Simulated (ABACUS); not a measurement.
Worked example: self-consistent single point of TiO2 (P1, 6 atoms in the cell; from Materials Project mp-34688, changed as shown) in ABACUS.

Level of theory: LDA (PW92), PseudoDojo 0.4 standard norm-conserving LDA (tails mended) pseudopotentials (plane waves; ABACUS 3.10.1).

The change in words: atom 5 moved by -0.08 angstrom along z. Reference geometry (C2/c):
```xyz
6
Lattice="2.6755 -2.6761 0.0000 2.6755 2.6761 0.0000 -2.6038 0.0000 4.7424" Properties=species:S:1:pos:R:3 pbc="T T T"
Ti     2.0245     1.9583     1.1856
Ti     0.7226    -1.9583     3.5568
O     -0.6135    -0.6488     3.1639
O      3.3606     0.6488     1.5785
O      2.0587    -0.6488     3.9497
O      0.6884     0.6488     0.7927
```

Reference input (self-consistent single point, DFT, LDA (PW92), plane waves, PseudoDojo 0.4 standard norm-conserving LDA (tails mended) pseudopotentials): KPT = MP 5 5 3 0 0 0; basis_type = pw; dft_functional = PWLDA; ecutwfc = 84 Ry; smearing_method = gaussian; smearing_sigma = 0.00146997 Ry; potentials = PseudoDojo 0.4 standard norm-conserving LDA (tails mended); symmetry = 1; symmetry_prec = 1e-05; ks_solver = cg; scf_nmax = 100; scf_thr = 1.0e-09 Ry. This run's input differs from it in these lines:

```diff
@@ -46,3 +46,3 @@
    3.3606103918    0.6488399322    1.5785198226 1 1 1
-   2.0587248918   -0.6488399322    3.9497378226 1 1 1
+   2.0587276027   -0.6488399322    3.8697376697 1 1 1
    0.6884181082    0.6488399322    0.7926981774 1 1 1
```

Output, abridged:

```
 SELF-CONSISTENT
 -------------------------------------------
                                 init_chg = atomic

 PW ALGORITHM --------------- ION=   1  ELEC=   1--------------------------------

 Density error is 2.73168594029
                          Error Threshold = 0.01
 E_KohnSham     -369.4612220732      -5026.7778102385
 E_Fermi        0.5736823673         7.8053490378

 PW ALGORITHM --------------- ION=   1  ELEC=   2--------------------------------

 Density error is 0.599321462393
                          Error Threshold = 0.00569101237561
 E_KohnSham     -370.0751304867      -5035.1304627133
   [... lines left out ...]

 Density error is 2.30396735281e-09
                          Error Threshold = 2.93974837673e-10
 E_KohnSham     -370.1953729754      -5036.7664457011
 E_Fermi        0.6539197729         8.8970349465

 PW ALGORITHM --------------- ION=   1  ELEC=  13--------------------------------

 Density error is 1.65138684125e-10
                          Error Threshold = 4.79993198503e-12
 E_KohnSham     -370.1953729766      -5036.7664457165
 E_KS(sigma->0) -370.1953729766      -5036.7664457165
 E_entropy(-TS) -0.0000000000        -0.0000000000
 E_Fermi        0.6539263151         8.8971239576
 charge density convergence is achieved
 final etot is -5036.7664457 eV
 EFERMI = 8.8971239576 eV

 STATE ENERGY(eV) AND OCCUPATIONS    NSPIN == 1
   [... 31 lines left out ...]

 TOTAL-FORCE (eV/Angstrom)
                       Ti1         0.0268748918         0.1169215108         0.0132437940
                       Ti2         0.0161969038        -0.0877270532        -0.1695279586
                        O1        -0.0291582681        -0.0323032508        -0.4366166275
                        O2        -0.0025111138         0.0329741633        -0.0619978947
                        O3         0.0064175564        -0.0531816119         1.0014950312
                        O4        -0.0178199701         0.0233162418        -0.3465963445

 TOTAL-STRESS (KBAR)
       -66.0530202453         0.3005941399        -2.3486546380
         0.3005941399       -66.5895441328         0.0867726752
        -2.3486546380         0.0867726752       -90.0853552636
 TOTAL-PRESSURE: -74.242640 KBAR

 --------------------------------------------
 !FINAL_ETOT_IS -5036.7664457164501073 eV
 --------------------------------------------
```

The run converged in 13 iterations. Against the reference run the free energy goes up by 8.2 meV/atom, the pressure goes from -6.58 to -7.42 GPa and the largest force goes from 0.176 to 1.003 eV/Å.

Forces above 1 eV/Å remain at this geometry. The structure comes from a collection of computed structures, made at another level of theory; the collection holds predicted forms beside known ones. Its lattice was then scaled.

Cost on one core: around 2.7 core-minutes (rough).

“Tails mended”: in these copies of the files the far tail of each local potential was reset to the Coulomb form.
